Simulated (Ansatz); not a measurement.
CaBr2 (rutile, P4_2/mnm), plane-wave PAW r²SCAN (Ansatz code). The conduction-band minimum lies at Γ, with 1 equivalent valley. Second derivatives d²E/dk² of the lowest band at one valley (eV·Å²), along Cartesian directions:

```json
[
 {"direction": "[100]", "d²E/dk²": "7.300"},
 {"direction": "[010]", "d²E/dk²": "7.300"},
 {"direction": "[001]", "d²E/dk²": "14.31"},
 {"direction": "[110]", "d²E/dk²": "7.287"},
 {"direction": "[101]", "d²E/dk²": "10.81"},
 {"direction": "[011]", "d²E/dk²": "10.81"}
]
```

### Question
Find the principal effective masses, the density-of-states mass and the conductivity mass.

### Answer
Off-diagonal terms follow from H_xy = H[110] − (H_xx + H_yy)/2, and m*/mₑ = 7.620 eV·Å² over each eigenvalue: 0.53, 1.0, 1.0. One valley's DOS mass (m₁m₂m₃)^(1/3) = 0.83, conductivity mass 3/(Σ 1/mᵢ) = 0.79 mₑ.

### Question
What effective density of states Nc follows at 300 K for parabolic valleys?

### Answer
Nc = 2.509e19 × 1 × (0.83)^(3/2) ≈ 1.9e19 cm⁻³.

The workflow started from a Materials Project entry (that database holds measured and hypothetical structures alike); the Crystallography Open Database copy checked does not list it. COD files the formula under space group No. 58, so this cell is another polymorph or a model. Its standing as an ambient phase is unchecked. The cell was relaxed with r²SCAN under the symmetry of its start; whether a distortion lowers the energy is not shown. Spin–orbit coupling is left out wherever it is not named.

Potentials: the later of the program's two PAW sets.

Edges and masses are those of Kohn–Sham bands, whose gap is no quasiparticle gap.
